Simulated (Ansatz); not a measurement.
An Ansatz (an electronic-structure program) run. Input:

Ansatz 0.2 input:
```yaml
crystal:
  lattice:
    - [0.0, 2.5373518451, 2.5373518451]
    - [2.5373518451, 0.0, 2.5373518451]
    - [2.5373518451, 2.5373518451, 0.0]
  atoms:
    - { symbol: Ru, position: [0.0, 0.0, 0.0] }
    - { symbol: W, position: [0.5, 0.5, 0.5] }
kpoints:
  mp_grid: { grid: [14, 14, 14] }
hamiltonian:
  xc: pbesol
  pseudopotentials: { kind: paw }
scf:
  occupations: { method: fermi_dirac, width: 0.1 }
phonons:
  method: dfpt
  response_accuracy: low
  eigenvectors: true
  rigid_motions: translations
```

Output (shortened):

```
Pseudopotential: Ru, paw, valence charge 16
Pseudopotential: W, paw, valence charge 14
Functional definition: PBEsol
Crystal: 2 atoms, lattice volume = 32.672 Å³
Basis set: ecut = 420 eV, 609 PW (Γ), exchange–correlation on 48×48×48 points (8 copies of the dense FFT grid, shifted against one another)
Bands: 19, of which v1, the nominal top of the filled ones, is band 15 counted from 1 (14 counted from 0)
Symmetry: 48 space group operations
k-points: 244 of 2744 (irreducible under 8 space group operations, time reversal used)
SCF iter   1: F=—  HF=-16071.042610 eV  |F-HF|=—  |Δ(HF+E_count)|=         —  Δρ=1.37e-2  dr2=4.79e-2  ethr=1.77e-3  ⟨swp⟩=5.2  Hψ=45381  notcnv=0  defer=20
automatic band count: the SCF goes on with 23 bands, as 19 were too few: they end inside the smearing window of the response
preconditioner: auto → Kerker (q_TF=auto, 2.690 Å⁻¹)
SCF iter   2: F=—  HF=-16071.035051 eV  |F-HF|=—  |Δ(HF+E_count)|=   7.56e-3  Δρ=6.72e-3  dr2=1.14e-2  ethr=1.60e-4  ⟨swp⟩=1.0  Hψ=7569  notcnv=0  defer=20
SCF iter   3: F=—  HF=-16071.032802 eV  |F-HF|=—  |Δ(HF+E_count)|=   2.25e-3  Δρ=6.47e-4  dr2=9.00e-5  ethr=3.78e-5  ⟨swp⟩=2.4  Hψ=8421  notcnv=0  defer=20
SCF iter   4: F=—  HF=-16071.032807 eV  |F-HF|=—  |Δ(HF+E_count)|=   5.39e-6  Δρ=1.63e-4  dr2=5.92e-6  ethr=3.00e-7  ⟨swp⟩=2.4  Hψ=8507  notcnv=0  defer=20
SCF iter   5: F=—  HF=-16071.032806 eV  |F-HF|=—  |Δ(HF+E_count)|=   1.29e-6  Δρ=4.47e-5  dr2=5.49e-7  ethr=1.97e-8  ⟨swp⟩=2.5  Hψ=8725  notcnv=0  defer=20
SCF iter   6: F=—  HF=-16071.032806 eV  |F-HF|=—  |Δ(HF+E_count)|=   3.50e-7  Δρ=8.71e-6  dr2=1.81e-8  ethr=1.83e-9  ⟨swp⟩=1.1  Hψ=5527  notcnv=0  defer=20
SCF iter   7: F=—  HF=-16071.032806 eV  |F-HF|=—  |Δ(HF+E_count)|=   1.65e-9  Δρ=3.28e-6  dr2=1.51e-9  ethr=6.02e-11  ⟨swp⟩=1.9  Hψ=7148  notcnv=0  defer=20
SCF iter   8: F=—  HF=-16071.032806 eV  |F-HF|=—  |Δ(HF+E_count)|=  6.73e-11  Δρ=3.05e-7  dr2=4.42e-11  ethr=5.02e-12  ⟨swp⟩=1.5  Hψ=6424  notcnv=0  defer=20
SCF iter   9: F=-16071.032806 eV  HF=-16071.032806 eV  |F-HF|=7.28e-12  |Δ(HF+E_count)|=  1.82e-12  Δρ=6.61e-8  dr2=9.54e-13  ethr=1.00e-12  ⟨swp⟩=7.0  Hψ=21364  notcnv=0
SCF 1 converged in 9 iterations: F = -16071.032806 eV  dr2 = 9.54e-13
DFPT response loops at Γ: preconditioner auto → Kerker (q_TF=auto, 2.690 Å⁻¹) (partly filled bands, converged f_vac=0.000) …
SCF converged after 9 iterations
Free energy (F): -16071.032806 eV
Harris-Foulkes:  -16071.032806 eV  (|F-HF|=7.28e-12)
Internal energy: -16070.983752 eV  (E = F + TS)
E sigma→0 (E₀):  -16071.008279 eV
Entropy (-TS):   -0.049054 eV (-24.527 meV/atom)
Fermi energy:    20.482736 eV
--- Per-component energies (eV) ---
  E_band       = -216.126083
  E_kinetic    = 965.556261
  E_local      = -2225.326121  (includes V_loc(G=0)·N_el)
  E_nonlocal   = 351.920066
  E_hartree    = 759.479353
  E_xc         = -453.406035
  E_vxc        = -475.724607  (∫ρ·V_xc dr)
  E_paw        = -11836.846624  (= ΣΔE_a)
  E_vpaw       = -351.510109  (= ΣTr[D̂ρ^β])
  E_aug_tail   = -0.000254  (compensation charges beyond the density's cutoff)
  E_ewald      = -3632.835485
  E_core_change = 0.475088  (= ΣΔE_core)
  E_smearing   = -0.049054  (= −TS)
  E_closure    = 0.000000  (closes the sum)
  Σ components = -16071.032806   (vs F -16071.032806, Δ=0.00e0)
  [band-id]    e_kinetic+e_local+e_nonlocal+2·e_hartree+e_vxc+e_vpaw+e_augmentation_tail = -216.126059   (vs E_band -216.126083, Δ=2.36e-5)
--- Band table (eV; the first three rows and the last of 244) ---
  k-point 0: bands = ["-54.1006", "-52.1410", "-22.2901", "-22.2901", "-22.2901", "-18.2154", "-18.2154", "-18.2154", "12.0594", "15.1201", "15.1201", "15.6380", "15.6380", "15.6380", "23.5032", "23.5032", "23.5032", "26.1898", "26.1898", "28.2845", …
  k-point 1: bands = ["-54.0995", "-52.1419", "-22.2900", "-22.2885", "-22.2885", "-18.2238", "-18.2202", "-18.2202", "12.1882", "15.2007", "15.2007", "15.6401", "15.7170", "15.7170", "23.3555", "23.4081", "23.4081", "25.8330", "25.8330", "28.5040", …
  k-point 2: bands = ["-54.0966", "-52.1444", "-22.2898", "-22.2841", "-22.2841", "-18.2470", "-18.2337", "-18.2337", "12.5667", "15.4402", "15.4402", "15.6551", "15.9509", "15.9509", "22.9492", "23.1193", "23.1193", "24.9631", "24.9631", "29.1032", …
  k-point 243: bands = ["-54.0775", "-52.1577", "-22.3859", "-22.3702", "-22.2691", "-18.3241", "-18.2135", "-18.2133", "15.3659", "15.8998", "16.2912", "16.5445", "18.2408", "19.4747", "20.0843", "21.5489", "21.6116", "22.2420", "23.6292", "24.4118", …
--- Phonons (Γ-DFPT): 2 representative perturbations + reference, on 244 of 2744 k-points (Σ response iterations 6) ---
  ASR residual: 8.077e-4 → 0.000e0 eV/Å²; symmetrization residual: 7.597e-6 eV/Å²
  ASR residual per site (eV/Å²): 5.78e-4 8.08e-4
  Γ frequencies (cm⁻¹): 0.00 0.00 0.00 91.62 91.62 91.62
  non-analytic LO–TO correction: not included (Born effective charges unavailable; polar crystals: no LO–TO splitting at Γ)
```

Cost: around 50 core-seconds (rough) on shared cores.

Space group Fm-3m (rock salt). The start of the workflow was typed in or built on a structure type; neither database checked (COD, Materials Project) lists it. Its standing as an ambient phase is unchecked. The cell was relaxed with PBEsol under the symmetry of its start; its stability against distortions is not shown here. The run is not spin-polarised. Its formation energy is positive at this level, so the cell may be metastable or incomplete. As this level gives no gap, phonon frequencies hold no LO–TO term and depend on the k-mesh and smearing (Fermi–Dirac, 0.1 eV here). Spin–orbit coupling is left out wherever it is not named.

Potentials: the later of the program's two PAW sets.

Ansatz is a plane-wave DFT program.
